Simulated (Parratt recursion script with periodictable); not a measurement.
## How the EUV peak of a Si/Mo multilayer on Si grows with the number of periods

```
layer, from the top  thickness (Å)  density (g/cm³)  rms roughness of its top face (Å)  δ at 13.5 nm  β at 13.5 nm
-------------------  -------------  ---------------  ---------------------------------  ------------  ------------
Si (in each period)           41.8            2.313                                  5  9.927 × 10⁻⁴      0.001813
Mo (in each period)           27.8           10.026                                  5       0.07476      0.006314
Si (substrate)                   –            2.313                                  5  9.927 × 10⁻⁴      0.001813
```

The refractive index is n = 1 − δ + iβ; the runs take δ and β at each wavelength of the scan. Vacuum lies above.

Densities are inputs, not measurements. They were set from computed cells of the Materials Project: Si from entry mp-149 (Fd-3m, 2.313 g/cm³); Mo from entry mp-129 (Im-3m, 10.026 g/cm³). A layer's crystal structure does not enter its constants, only its composition and density.

Calculation: EUV and soft X-ray reflectivity, Parratt recursion, Névot-Croce roughness, Henke tables; Parratt recursion script with periodictable 1.7.1.

Light falls at α = 5° from the surface normal. It is s-polarised. The wavelength is scanned from 12.42 to 14.58 nm in 161 evenly spaced points, without smoothing. The peak is the highest scan point; its wavelength and height come from a parabola through R at that point and its two neighbours.

The runs differ in the number of periods N alone.

| N | peak λ (nm) | peak R (%) |
|---|---|---|
| 5 | 13.673 | ? |
| 10 | 13.514 | 26.7 |
| 25 | 13.506 | 62.1 |
| 60 | 13.537 | 71.1 |

Task: Estimate the peak reflectivity for N = 5, trying the form R = R∞ tanh²(aN + b).

Result: Take R∞ from the largest stack, 71.1 % at N = 60. For the shown rows under 97 % of it, y = artanh[(R/R∞)^½] is 0.713 at N = 10, 1.693 at N = 25. The line through them has a = 0.0653 and b = 0.060. This form gives tanh²y = 0.999 at N = 60, in keeping with the choice of R∞. At N = 5, y = 0.387 and R = 71.1 × tanh²y = 9.7 %.

The run gave 8.9 %, so the form misses by 0.8 points.
